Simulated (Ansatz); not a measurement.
Sn (diamond, Fd-3m), a = 6.656 Å, b = 6.656 Å, c = 6.656 Å, α = 90.00°, β = 90.00°, γ = 90.00°; the cell used has 2 atoms.

Relaxed with PBE.

Problem. Decompose the optical modes at the zone centre into irreducible representations, and say which are infrared and Raman allowed.

Solution. Point group m-3m: Γ_opt = T2g. Infrared: none. Raman: T2g.

Problem. Assign frequencies (DFPT, PBE in the plane-wave PAW code Ansatz).

Solution. T2g 172 cm⁻¹.

This is a known low-temperature phase of the composition, computed here at zero pressure and temperature. The cell was relaxed with PBE under the symmetry of its start; phonons on a q-mesh show no instability. The volume moved by 30 % from the start of the relaxation. As this level gives no gap, phonon frequencies hold no LO–TO term and depend on the k-mesh and smearing (Fermi–Dirac, 0.1 eV here). Scalar-relativistic: spin–orbit coupling is off unless named, which matters more the heavier the elements.

Potentials: the later of the program's two PAW sets.
